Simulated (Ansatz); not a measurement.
Ga, one cell by several methods

```
Ga
1.0
    -1.40400    1.40400    2.22900
     1.40400   -1.40400    2.22900
     1.40400    1.40400   -2.22900
Ga
1
Direct
  0.00000 0.00000 0.00000
```

Conventional cell: a = 2.808 Å, b = 2.808 Å, c = 4.458 Å, α = 90.00°, β = 90.00°, γ = 90.00°. Around Ga (atom 1) lie 12 Ga at 2.81 to 2.99 Å.

The cell is COD entry 9012723, as deposited and not checked against the literature; nothing was relaxed.

All numbers are computed: DFT, PBEsol, PAW with Ansatz's default frozen-core files, scalar-relativistic (Ansatz 0.2.0); DFT, PBEsol, all-electron LAPW, scalar-relativistic (Ansatz 0.2.0).

For PAW: a Γ-centred 16×16×16 k mesh, Fermi–Dirac smearing of 0.03 eV, cutoff 420 eV, no spin polarisation; the PAW files were made with PBE, and the program remakes their frozen cores for this functional. LAPW targets a basis error of 1 meV/atom. The Ansatz runs share mesh, smearing and spin set-up. Plane-wave (PAW) pressures include the program's estimate of the Pulay term.

Stress and pressure are positive in compression.

Levels count from the Fermi level.

PAW results:

```csv
quantity,PAW
pressure (GPa),0.61
stress xx (GPa),0.86
stress zz (GPa),0.10
highest filled level at Γ (eV),-11.594
lowest empty level at Γ (eV),13.018
highest filled level at M (eV),-3.676
lowest empty level at M (eV),6.562
```

(1) What does LAPW (all electrons) give for the same quantities?

Answers

(1) 
```
                      quantity     LAPW
                pressure (GPa)     0.64
               stress xx (GPa)     0.90
               stress zz (GPa)     0.14
highest filled level at Γ (eV)  -11.595
  lowest empty level at Γ (eV)   13.030
highest filled level at M (eV)   -3.676
  lowest empty level at M (eV)    6.566
```
